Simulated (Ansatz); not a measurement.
**WC: what a change does to the field gradients**

Base: a COD entry, whose atoms a relaxation with PBE at fixed cell left in place.

```
W C
1.0
     2.89820    0.00000    0.00000
    -1.44910    2.50991    0.00000
     0.00000    0.00000    2.83140
W C
1 1
Direct
  0.00000 0.00000 0.00000
  0.66667 0.33333 0.50000
```

Atom numbers follow the list; atoms alike are taken as one site, whose name carries the number of the first.

Method: Kohn–Sham DFT in Ansatz, PBE, plane waves and PAW, scalar-relativistic, collinear spin, 420 eV cutoff, Γ-centred 18×18×16 k-points, Fermi–Dirac smearing 0.05 eV. Start moments as typed (μB): 2 on each W, none on the rest.

Gradients in 10²¹ V/m²:

| site | atoms | V_zz base | η base | V_zz variant | η variant |
| --- | --- | --- | --- | --- | --- |
| W | 1 | -13.57 | 0.00 | -11.20 | 0.00 |
| C | 2 | 0.065 | 0.00 | 0.094 | 0.00 |

**Question.** Which change was made?
A. z compressed by 1 %, ions relaxed
B. volume scaled by 1.06, ions relaxed
C. volume scaled by 0.98, ions relaxed
D. z stretched by 1 %, ions relaxed

**Answer.** D. The largest change of V_zz is on W, from -13.57 to -11.20. In per cent, |V_zz| changes by -17 on W (all sites that start above 2).

With no gap above 0.1 eV, as in a metal, the gradients converge slowly in k; expect changes of a tenth or more on a denser mesh. Without spin–orbit coupling the gradients at and beside W can be off by some per cent, at some sites by more. The start moments die out, and the run ends without spin.
For the base: At this cell the PBE pressure is 9 GPa, so with PBE the cell would grow if it were relaxed.
